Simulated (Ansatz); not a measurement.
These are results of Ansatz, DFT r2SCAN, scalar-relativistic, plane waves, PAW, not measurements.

Structure of Pt3Pb:

```
Pt Pb
1.0
     4.09334    0.00000    0.00000
     0.00000    4.09334    0.00000
     0.00000    0.00000    4.09334
Pt Pb
3 1
Direct
  0.00000 0.50000 0.50000
  0.50000 0.00000 0.50000
  0.50000 0.50000 0.00000
  0.00000 0.00000 0.00000
```

Plane waves to 500 eV, a k mesh through Γ of 10×10×10 on the computed 4-atom cell and Gaussian smearing (0.10 eV); no spin polarisation.

Levels along Γ–X–M–Γ–R–X | R–M, in eV from the Fermi level, sorted by energy at each point. Points in fractions of the primitive reciprocal vectors: Γ (0.000 0.000 0.000), X (0.000 0.500 0.000), M (0.500 0.500 0.000), R (0.500 0.500 0.500).
```csv
point,"k (1/Å, with 2π)",band 32,band 33,band 34,band 35,band 36,band 37,band 38
Γ,0.000,-0.83,-0.46,0.11,0.11,0.11,1.60,6.34
-,0.110,-0.85,-0.51,0.11,0.28,0.28,1.90,6.29
-,0.219,-1.00,-0.66,0.11,0.77,0.77,2.26,6.24
-,0.329,-1.28,-0.87,0.11,1.47,1.47,2.21,6.13
-,0.439,-1.48,-1.05,0.11,1.91,2.26,2.26,6.01
-,0.548,-1.80,-1.12,0.11,1.57,3.09,3.09,5.89
-,0.658,-2.13,-1.15,0.11,1.34,3.87,3.87,5.82
X,0.767,-2.29,-1.16,0.11,1.26,4.30,4.30,5.79
-,0.877,-2.10,-1.18,0.01,1.18,4.34,4.39,4.69
-,0.987,-1.82,-1.25,-0.27,0.99,3.53,4.43,4.66
-,1.096,-1.61,-1.38,-0.65,0.84,2.49,4.56,5.08
-,1.206,-1.58,-1.50,-1.05,0.79,1.69,4.71,5.63
-,1.316,-1.87,-1.49,-1.42,0.82,1.19,4.90,6.27
-,1.425,-2.05,-1.68,-1.51,0.88,0.97,5.08,6.88
M,1.535,-2.04,-1.78,-1.52,0.90,0.90,5.16,7.20
-,1.690,-2.06,-1.60,-1.49,0.91,0.98,5.04,6.57
-,1.845,-1.86,-1.42,-1.21,0.90,1.39,5.02,5.32
-,2.000,-1.71,-1.32,-0.80,0.88,2.19,3.96,5.35
-,2.155,-1.26,-1.22,-0.43,0.81,2.63,2.96,5.93
-,2.310,-1.12,-0.85,-0.14,0.63,1.44,3.03,6.23
-,2.465,-0.88,-0.57,0.05,0.34,0.50,2.21,6.26
Γ,2.620,-0.83,-0.46,0.11,0.11,0.11,1.60,6.34
-,2.810,-0.95,-0.63,0.01,0.50,0.50,2.54,6.23
-,3.000,-1.19,-1.05,-0.11,1.00,1.00,4.11,6.04
-,3.190,-1.81,-1.08,-0.19,1.18,1.18,4.42,5.37
-,3.380,-1.90,-1.05,-0.25,0.94,0.94,3.30,4.50
-,3.570,-1.72,-0.94,-0.29,0.34,0.34,1.85,3.95
-,3.760,-1.75,-0.71,-0.32,-0.20,-0.20,0.52,3.71
R,3.950,-1.94,-0.41,-0.34,-0.34,-0.34,-0.04,3.65
-,4.105,-1.76,-0.66,-0.36,-0.25,-0.20,0.31,3.64
-,4.260,-1.61,-1.02,-0.41,0.29,0.36,0.90,3.60
-,4.415,-1.63,-1.46,-0.50,1.09,1.12,1.44,3.58
-,4.570,-1.81,-1.64,-0.56,1.06,2.05,2.69,3.65
-,4.725,-1.75,-1.43,-0.45,1.01,3.05,3.93,3.99
-,4.880,-2.01,-1.21,-0.08,1.13,3.91,4.61,4.93
X,5.035,-2.29,-1.16,0.11,1.26,4.30,4.30,5.79
R,5.035,-1.94,-0.41,-0.34,-0.34,-0.34,-0.04,3.65
-,5.145,-1.81,-0.57,-0.39,-0.27,-0.27,0.16,3.72
-,5.254,-1.66,-0.95,-0.54,-0.06,-0.06,0.71,3.96
-,5.364,-1.58,-1.38,-0.77,0.26,0.26,1.51,4.40
-,5.474,-1.76,-1.54,-1.05,0.55,0.55,2.46,5.08
-,5.583,-2.02,-1.53,-1.37,0.76,0.76,3.51,5.99
-,5.693,-2.04,-1.65,-1.53,0.87,0.87,4.56,7.04
M,5.803,-2.04,-1.78,-1.52,0.90,0.90,5.16,7.20
```

Spin-orbit coupling is left out, which matters for the bands of heavy elements.

Cost: 1 run of about 1.2 core-minutes, on Arm Neoverse V1 (shared hosts).